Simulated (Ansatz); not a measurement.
GaCo (CsCl type, Pm-3m) at seven volumes, PBEsol (plane waves, PAW; program Ansatz), scaled uniformly. One row is withheld.

```tsv
V (Å³/atom)	P (GPa)
10.422	23.54
10.765	14.31
11.109	6.54
11.453	-0.02
11.796	-5.55
12.140	-10.20
12.483	?
```

### Question
Fit the shown pressures and predict the withheld one.

### Answer
P = (3/2)B₀(x^(7/2) − x^(5/2))[1 + (3/4)(B′ − 4)(x − 1)] with x = (V₀/V)^(2/3). Least squares on the six rows gives V₀ = 11.452 Å³/atom, B₀ = 200 GPa, B′ = 4.68. At V = 12.483, x = 0.9442 and P = -14.10 GPa. The run itself gave -14.12 GPa.

The cell was relaxed with PBEsol under the symmetry of its start; of distortions, only those at the zone centre were tested. The workflow began spin-polarised and lost its moments.

Potentials: the later of the program's two PAW sets.
